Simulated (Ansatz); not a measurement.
An Ansatz (an electronic-structure program) run. Input:

Ansatz 0.2 input:
```yaml
crystal:
  lattice:
    - [0.0, 3.2448889439, 3.2448889439]
    - [3.2448889439, 0.0, 3.2448889439]
    - [3.2448889439, 3.2448889439, 0.0]
  atoms:
    - { symbol: Cd, position: [0.0, 0.0, 0.0] }
    - { symbol: Te, position: [0.75, 0.75, 0.75] }
kpoints:
  mp_grid: { grid: [7, 7, 7] }
hamiltonian:
  xc: pbesol
  pseudopotentials: { azcp: { folder: ./paw }, kind: paw }
scf:
  occupations: { method: fixed }
elastic: { mode: relaxed_ion, stencil: two_point, amplitude: 0.005, f_tol: 0.0005 }
output: { polarization: {} }
```

Output (shortened):

```
Pseudopotential: Cd, paw, valence charge 20
Pseudopotential: Te, paw, valence charge 16
Functional definition: PBEsol
Crystal: 2 atoms, lattice volume = 68.333 Å³
Basis set: ecut = 420 eV, 1363 PW (Γ), exchange–correlation on 64×64×64 points (8 copies of the dense FFT grid, shifted against one another)
Bands: 22, of which v1, the nominal top of the filled ones, is band 18 counted from 1 (17 counted from 0)
Symmetry: 24 space group operations
Space group: F-43m (ITA 216), of the structure as read, at distance tolerance 4.1e-5 Å
k-points: 20 of 343 (time reversal used)
SCF 1 converged in 10 iterations: F = -15086.496376 eV  dr2 = 1.08e-14
Crystal: 2 atoms, lattice volume = 67.991 Å³
Symmetry: 8 space group operations
k-points: 40 of 343 (time reversal used)
SCF 2 converged in 9 iterations: F = -15086.496106 eV  dr2 = 5.60e-14
Crystal: 2 atoms, lattice volume = 68.675 Å³
SCF 3 converged in 9 iterations: F = -15086.496110 eV  dr2 = 2.21e-14
Crystal: 2 atoms, lattice volume = 68.332 Å³
Symmetry: 4 space group operations
k-points: 64 of 343 (time reversal used)
SCF 4 converged in 10 iterations: F = -15086.496191 eV  dr2 = 5.01e-14
relax step   1: F+E_penalty+E_count = -15086.49619144 eV  Δ(F+E_penalty+E_count) = +0.000e0 eV  max|allowed force component| = 2.856e-2 eV/Å  Δτ_max = 0.0000 Å  (10 SCF iters, accepted)
Crystal: 2 atoms, lattice volume = 68.332 Å³
SCF 5 converged in 9 iterations: F = -15086.496264 eV  dr2 = 3.80e-15
relax step   2: F+E_penalty+E_count = -15086.49626403 eV  Δ(F+E_penalty+E_count) = -7.260e-5 eV  max|allowed force component| = 1.344e-2 eV/Å  Δτ_max = 0.0048 Å  (9 SCF iters, accepted)
Crystal: 2 atoms, lattice volume = 68.332 Å³
SCF 6 converged in 8 iterations: F = -15086.496285 eV  dr2 = 3.13e-14
relax step   3: F+E_penalty+E_count = -15086.49628471 eV  Δ(F+E_penalty+E_count) = -2.068e-5 eV  max|allowed force component| = 1.370e-6 eV/Å  Δτ_max = 0.0015 Å  (8 SCF iters, accepted)
Crystal: 2 atoms, lattice volume = 68.332 Å³
SCF 7 converged in 3 iterations: F = -15086.496285 eV  dr2 = 4.14e-14
Crystal: 2 atoms, lattice volume = 68.332 Å³
SCF 8 converged in 10 iterations: F = -15086.496191 eV  dr2 = 5.03e-14
relax step   1: F+E_penalty+E_count = -15086.49619144 eV  Δ(F+E_penalty+E_count) = +0.000e0 eV  max|allowed force component| = 2.856e-2 eV/Å  Δτ_max = 0.0000 Å  (10 SCF iters, accepted)
Crystal: 2 atoms, lattice volume = 68.332 Å³
SCF 9 converged in 9 iterations: F = -15086.496264 eV  dr2 = 3.79e-15
relax step   2: F+E_penalty+E_count = -15086.49626403 eV  Δ(F+E_penalty+E_count) = -7.260e-5 eV  max|allowed force component| = 1.344e-2 eV/Å  Δτ_max = 0.0048 Å  (9 SCF iters, accepted)
Crystal: 2 atoms, lattice volume = 68.332 Å³
SCF 10 converged in 8 iterations: F = -15086.496285 eV  dr2 = 3.36e-14
relax step   3: F+E_penalty+E_count = -15086.49628471 eV  Δ(F+E_penalty+E_count) = -2.068e-5 eV  max|allowed force component| = 1.368e-6 eV/Å  Δτ_max = 0.0015 Å  (8 SCF iters, accepted)
Crystal: 2 atoms, lattice volume = 68.332 Å³
SCF 11 converged in 3 iterations: F = -15086.496285 eV  dr2 = 4.11e-14
SCF converged after 10 iterations
Free energy (F): -15086.496376 eV
Harris-Foulkes:  -15086.496376 eV  (|F-HF|=1.82e-12)
Internal energy: -15086.496376 eV  (E = F + TS)
E sigma→0 (E₀):  -15086.496376 eV
Fermi energy:    7.254761 eV
--- Per-component energies (eV) ---
  E_band       = -795.569164
  E_kinetic    = 613.238795
  E_local      = -5821.782095  (includes V_loc(G=0)·N_el)
  E_nonlocal   = 191.841926
  E_hartree    = 2736.832318
  E_xc         = -276.581550
  E_vxc        = -297.088286  (∫ρ·V_xc dr)
  E_paw        = -8624.632720  (= ΣΔE_a)
  E_vpaw       = -955.444518  (= ΣTr[D̂ρ^β])
  E_aug_tail   = 0.000374  (compensation charges beyond the density's cutoff)
  E_ewald      = -3906.130197
  E_core_change = 0.716772  (= ΣΔE_core)
  E_smearing   =  0.000000  (= −TS)
  E_closure    = 0.000000  (closes the sum)
  Σ components = -15086.496376   (vs F -15086.496376, Δ=0.00e0)
--- Forces (eV/Å), atoms counted from 1 ---
  atom   1  Cd     0.00000000     0.00000000     0.00000000
  atom   2  Te     0.00000000     0.00000000     0.00000000
  max |Σ_I F_I| component: 1.16e-17 eV/Å
--- Stress (GPa, compression-positive) ---
       -0.000049       0.000000       0.000000
        0.000000      -0.000049       0.000000
        0.000000       0.000000      -0.000049
  P = ⅓ Tr σ =  0.0000 GPa ( 0.000 kbar)
--- Band table (eV; the first three rows and the last of 20) ---
  k-point 0: bands = ["-94.7267", "-55.8140", "-55.8140", "-55.8140", "-28.7161", "-28.7161", "-28.7161", "-28.7079", "-28.7079", "-3.9378", "-0.9799", "-0.9799", "-0.9799", "-0.7180", "-0.7180", "7.2548", "7.2548", "7.2548", "7.9003", "11.8235", "11.8235", "11.8235"]
  k-point 1: bands = ["-94.7267", "-55.8140", "-55.8140", "-55.8140", "-28.7161", "-28.7161", "-28.7161", "-28.7079", "-28.7079", "-3.8620", "-0.9656", "-0.9656", "-0.9211", "-0.7191", "-0.7191", "5.7822", "7.0799", "7.0799", "8.9158", "11.8162", "12.0890", "12.0890"]
  k-point 2: bands = ["-94.7267", "-55.8140", "-55.8140", "-55.8140", "-28.7162", "-28.7159", "-28.7159", "-28.7078", "-28.7078", "-3.6908", "-0.9369", "-0.9369", "-0.7211", "-0.7174", "-0.7174", "4.1193", "6.7432", "6.7432", "9.1419", "12.4217", "12.4217", "12.8838"]
  k-point 19: bands = ["-94.7267", "-55.8140", "-55.8140", "-55.8140", "-28.7162", "-28.7159", "-28.7156", "-28.7079", "-28.7076", "-3.4230", "-0.8650", "-0.8504", "-0.7496", "-0.7149", "-0.1835", "3.0667", "4.7328", "5.4308", "10.8749", "11.9846", "13.0869", "13.9016"]
--- Elastic constants: 2 strain directions × 2 members + reference (group order 24) ---
  dense FFT box of the reference and of every strained cell: 32×32×32
  strains applied: 11, 23; error gains: componentwise 1.00 (the most a stress slope's error grows in a printed constant), spectral 1.73 (1 for all six strains …
  C = ∂σ_k/∂η_j (tension-positive GPa; Voigt order 11 22 33 23 13 12):
        52.808     35.655     35.655      0.000      0.000      0.000
        35.655     52.808     35.655      0.000      0.000      0.000
        35.655     35.655     52.808      0.000      0.000      0.000
         0.000      0.000      0.000     19.841      0.000      0.000
         0.000      0.000      0.000      0.000     19.841      0.000
         0.000      0.000      0.000      0.000      0.000     19.841
  reference stress σ⁰ (GPa):      0.000      0.000      0.000      0.000      0.000      0.000
  moduli (Voigt/Reuss/Hill, GPa): K = 41.37/41.37/41.37   G = 15.34/13.01/14.17   E = 38.16   ν = 0.346
  mechanically stable: yes (min eigenvalue of sym C = 17.15 GPa)
  e, the proper piezoelectric tensor (elastic.mode: relaxed_ion; C/m²; rows x y z; Voigt order 11 22 33 23 13 12):
       0.00000    0.00000    0.00000   -0.02236    0.00000    0.00000
       0.00000    0.00000    0.00000    0.00000   -0.02236    0.00000
       0.00000    0.00000    0.00000    0.00000    0.00000   -0.02236
  ±, each entry's uncertainty from the finite density of the strings (C/m²), an estimate: the size of the correction for it that the entry includes:
       0.00000    0.00000    0.00000    0.00773    0.00000    0.00000
       0.00000    0.00000    0.00000    0.00000    0.00773    0.00000
       0.00000    0.00000    0.00000    0.00000    0.00000    0.00773
  strain η (Voigt 11):  stress-route row diagonal C_11 = 52.81 GPa, energy-path curvature d²(F+E_count+ΔE)/dδ²/Ω₀ = 52.81 GPa
         δ    σ_11 (GPa)             F (eV)   n_scf  n_hpsi   n_pw
    -5.000e-3      -0.2658      -15086.4961061       9   20670   1363   relax 0 steps, max|allowed force component| 5.55e-17 eV/Å
     5.000e-3       0.2623      -15086.4961097       9   19716   1363   relax 0 steps, max|allowed force component| 5.55e-17 eV/Å
  strain η (Voigt 23):  stress-route row diagonal C_44 = 19.84 GPa, energy-path curvature d²(F+E_count+ΔE)/dδ²/Ω₀ = 19.84 GPa
         δ    σ_23 (GPa)             F (eV)   n_scf  n_hpsi   n_pw
    -5.000e-3      -0.0992      -15086.4962847       3   15019   1363   relax 3 steps, max|allowed force component| 1.37e-6 eV/Å
     5.000e-3       0.0992      -15086.4962847       3   15008   1363   relax 3 steps, max|allowed force component| 1.37e-6 eV/Å
--- Formal polarisation (Berry phase): one branch of a lattice of values; only differences between neighbouring runs are physical ---
  axis  mesh            electronic          ionic      p = total  spread (rad)  least overlap  resolved gap  δp at fixed H ≤   (phases in cycles; p mod 2 …
  b1    7×7×7           0.50000000    12.00000000    12.50000000      0.290571         0.7833        0.6455           1.2e-5
  b2    7×7×7           0.50000000    12.00000000    12.50000000      0.290571         0.7833        0.6455           1.2e-5
  b3    7×7×7           0.50000000    12.00000000    12.50000000      0.290571         0.7833        0.6455           1.2e-5
  quantum along a1:   0.13431216 e/Å² =   215.191799 µC/cm²
  quantum along a2:   0.13431216 e/Å² =   215.191799 µC/cm²
  quantum along a3:   0.13431216 e/Å² =   215.191799 µC/cm²
  P = (  1.18716296,   1.18716296,   1.18716296) e/Å² = ( 1902.044754,  1902.044754,  1902.044754) µC/cm²  (mod the quanta)
```

Cost: roughly 90 core-seconds on shared cores.

The cell was relaxed with PBEsol under the symmetry of its start. Spin–orbit coupling is left out wherever it is not named.

Potentials: the earlier of the program's two PAW sets. The files were generated under PBE; for other functionals the program regenerates the frozen cores, and for LDA and PBEsol the local potential too.

Ansatz is a plane-wave DFT program.
